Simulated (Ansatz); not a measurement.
Competing collinear orders in AlFe (Pm-3m)

The geometry is a structure as deposited in COD, repeated to hold the magnetic orders, held fixed and not relaxed.

Common settings: PBE, 10×10×5 k mesh, Fermi–Dirac smearing of 0.1 eV. PAW means Ansatz 0.2.0 on its default frozen-core files; LAPW is all-electron LAPW in Ansatz 0.2.0. Site moments are integrated in spheres about the atoms, whose radii differ between the methods.

The first input and its command:

```yaml
crystal:
  lattice:
    - [2.91, 0.0, 0.0]
    - [0.0, 2.91, 0.0]
    - [0.0, 0.0, 5.82]
  atoms:
    - { symbol: Al, position: [0.0, 0.0, 0.0] }
    - { symbol: Al, position: [0.0, 0.0, 0.5] }
    - { symbol: Fe, position: [0.5, 0.5, 0.25], spin: 3.0 }
    - { symbol: Fe, position: [0.5, 0.5, 0.75], spin: 3.0 }
magnetization:
  spin_polarized: true
kpoints:
  mp_grid: { grid: [10, 10, 5] }
scf:
  occupations: { method: fermi_dirac, width: 0.1 }
  lower_state_search: "off"
hamiltonian:
  xc: pbe
  pseudopotentials: { kind: paw }
output:
  forces: true
  stress: true
  eigenvalues: true
  populations: true
```

Command: `ansatz run input.yaml --threads 2 --pin off --max-ram 6144MiB --backend cpu --events-out ev --progress --plain --runs-dir out`

The input for «start Fe3↑ Fe4↓» by LAPW differs from it in these lines, output keys apart:

```diff
-    - { symbol: Fe, position: [0.5, 0.5, 0.75], spin: 3.0 }
+    - { symbol: Fe, position: [0.5, 0.5, 0.75], spin: -3.0 }
-  pseudopotentials: { kind: paw }
+  pseudopotentials: { kind: all_electron, lapw: { basis_error: 0.001 } }
```

Energies count from the run that starts all moments parallel. Patterns list the atoms that start with 0.5 μB or more.

```
               start  ΔF PAW (meV/atom)  ΔF LAPW (meV/atom)  largest moment, PAW (μB)  M, PAW (μB/cell)  order at the end, PAW  P, PAW (GPa)
          Fe3↑, Fe4↑                0.0                 0.0                         ?              1.50                   kept          -5.6
          Fe3↑, Fe4↓               +8.5                +8.7                         ?              0.00                   kept          -5.6
no spin polarisation              +15.1                   –                      0.00              0.00                      –          -6.6
```

Problem. Fill in "largest moment, PAW (μB)" for the row "Fe3↑, Fe4↑".

Solution. 0.79.

Problem. Fill in "largest moment, PAW (μB)" for the row "Fe3↑, Fe4↓".

Solution. 0.74.

Problem. Map the PAW energies of the orders that kept their pattern on E = −Σ J s_i s_j over ordered pairs, with couplings only between Fe atoms 2.91 Å apart. What J follows?

Solution. Per Fe atom, ΔE = Σ J·(n_parallel state − n_order), where n is the mean of Σ s_i s_j over a shell: Fe3↑, Fe4↓ has ΔE = +17.0 meV and Δn = 4.0. This gives J(2.91 Å) = +4.26 meV, which fits exactly since there are as many orders as couplings. All other shells are lumped into these numbers, so they are effective couplings.

The lowest of these ends as follows. Site moments (μB): Al1 -0.03, Al2 -0.03, Fe3 0.79, Fe4 0.79. Cell moment 1.50 μB. Orders of other supercells weren't tried and can lie lower.

The Ansatz runs typed with the search for lower states off end where their start leads. These are results for the start and cell typed. The real compound can order otherwise, in a larger cell, or not at all, since semilocal functionals at zero temperature often overstate magnetism.
